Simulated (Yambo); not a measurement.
```
CELL_PARAMETERS angstrom
      3.54874     0.00000     0.00000
     -1.77437     3.07330     0.00000
      0.00000     0.00000     5.59707
ATOMIC_POSITIONS crystal
  S  0.66667 0.33333 0.77966
  S  0.33333 0.66667 0.22034
  Pt 0.00000 0.00000 0.00000
```

PtS$_{2}$ (CdI2 type, space group P-3m1, No. 164): mean Im ε in 1 eV windows above the direct gap of 2.31 eV, for different electron-hole kernels (Yambo, broadening 0.15 eV, PBEsol (pw.x of Quantum ESPRESSO, ONCV potentials, with spin-orbit coupling) bands; 6×6×4 mesh, 10 valence and 6 conduction bands, static screening with 74 bands and a 4 Ry block, scissor 0.73 eV, Tamm-Dancoff; field along x).

| window (eV) | independent quasiparticles | RPA (no attraction) | BSE |
|---|---|---|---|
| 2.3 to 3.3 | 18 | 14 | 23 |
| 3.3 to 4.3 | 17 | 15 | 12 |
| 4.3 to 5.3 | 9.3 | 11 | 6.8 |

This run doesn't resolve bound excitons or single peaks, so only averages are given, and they too depend on the mesh; weight that the attraction moves below the gap isn't listed. All transitions below 6.24 eV are in the band window. The scissor comes from a G0W0 run whose convergence isn't established.

Geometry of the Materials Project entry, not relaxed at this level.

The distance between layers or molecules is the database entry's, not relaxed here. Functionals without dispersion can leave it too large, which widens gaps and weakens the response across layers: the numbers belong to this cell.
